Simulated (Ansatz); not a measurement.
TlCl:
```cif
data_ClTl
_chemical_formula_sum 'Tl1 Cl1'
_space_group_name_H-M_alt 'Pm-3m'
_space_group_IT_number 221
_space_group_name_Hall '-P 4 2 3'
_cell_length_a 3.69413
_cell_length_b 3.69413
_cell_length_c 3.69413
_cell_angle_alpha 90.000
_cell_angle_beta 90.000
_cell_angle_gamma 90.000
loop_
_atom_site_label
_atom_site_type_symbol
_atom_site_symmetry_multiplicity
_atom_site_Wyckoff_symbol
_atom_site_fract_x
_atom_site_fract_y
_atom_site_fract_z
_atom_site_occupancy
Tl1 Tl 1 a 0.00000 0.00000 0.00000 1
Cl1 Cl 1 b 0.50000 0.50000 0.50000 1
```

Relaxed with LDA.

Task: Give the optical modes at the zone centre with their infrared and Raman activity from DFPT, LDA (plane waves, PAW; program Ansatz).

Result: Transverse frequencies, without the LO–TO term; a row sums one degenerate level.

```tsv
ω (cm⁻¹)	degeneracy	IR ((D/Å)²/amu)	Raman (Å⁴/amu)	activity	symmetry
64	3	10.82	0	IR	T1u
```

Task: How high does the top mode go among those that the LO–TO term moves?

Result: 168 cm⁻¹ for q along x.

The cell was relaxed with LDA under the symmetry of its start; phonons on a q-mesh show no instability. The volume moved by -15 % from the start of the relaxation. The volume fell by over 15 % from the filed cell, which may lack light atoms or belong to other conditions. Scalar-relativistic: spin–orbit coupling is off unless named, which matters more the heavier the elements.

Potentials: the later of the program's two PAW sets.
